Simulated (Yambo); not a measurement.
Absorption of Cs2NaYF6 (space group Fm-3m, No. 225) with and without the electron-hole interaction (Yambo, PBEsol bands; 4×4×4 mesh, 18 valence and 12 conduction bands, static screening with 110 bands and a 3 Ry block, scissor 3.38 eV, Tamm-Dancoff; field along x).

```csv
E (eV),"Im ε, BSE","Im ε, independent quasiparticles"
7.50,0.09,0.01
7.60,0.10,0.02
7.70,0.12,0.02
7.80,0.14,0.02
7.90,0.16,0.02
8.00,0.19,0.02
8.10,0.24,0.02
8.20,0.30,0.02
8.30,0.39,0.02
8.40,0.53,0.02
8.50,0.79,0.02
8.60,1.20,0.03
8.70,1.67,0.03
8.80,2.58,0.03
8.90,4.55,0.03
9.00,5.60,0.03
9.10,3.69,0.04
9.20,2.31,0.04
9.30,1.82,0.04
9.40,1.98,0.05
9.50,2.82,0.05
9.60,3.99,0.06
9.70,3.40,0.06
9.80,2.05,0.07
9.90,1.38,0.09
10.00,1.23,0.11
10.10,1.42,0.15
10.20,1.76,0.19
10.30,1.63,0.18
10.40,1.43,0.18
10.50,1.35,0.20
10.60,1.18,0.27
10.70,0.88,0.39
10.80,0.71,0.60
10.90,0.58,0.74
11.00,0.58,0.76
11.10,0.59,0.75
11.20,0.62,0.68
11.30,0.72,0.69
11.40,0.72,0.81
11.50,0.81,1.08
11.60,0.84,1.53
11.70,0.82,2.19
11.80,0.79,2.87
11.90,0.68,3.21
12.00,0.74,3.30
12.10,0.73,3.24
12.20,0.72,2.83
12.30,0.74,2.53
12.40,0.63,2.50
12.50,0.64,2.51
12.60,0.59,2.55
12.70,0.53,2.45
12.80,0.57,2.24
12.90,0.52,2.18
13.00,0.53,2.35
13.10,0.54,2.44
13.20,0.52,2.31
13.30,0.56,2.01
13.40,0.51,1.63
13.50,0.53,1.38
13.60,0.52,1.27
13.70,0.52,1.30
13.80,0.49,1.32
13.90,0.41,1.22
14.00,0.35,1.08
14.10,0.29,0.96
14.20,0.26,0.92
14.30,0.22,0.98
```

The scissor comes from a G0W0 run whose convergence isn't established. Broadening 0.15 eV. The band window holds all transitions up to 14.3 eV. Fine structure above the onset can come from the mesh.

Geometry of the Materials Project entry, not relaxed at this level; primitive cell a = b = c = 6.506 Å, α = β = γ = 60.00°.
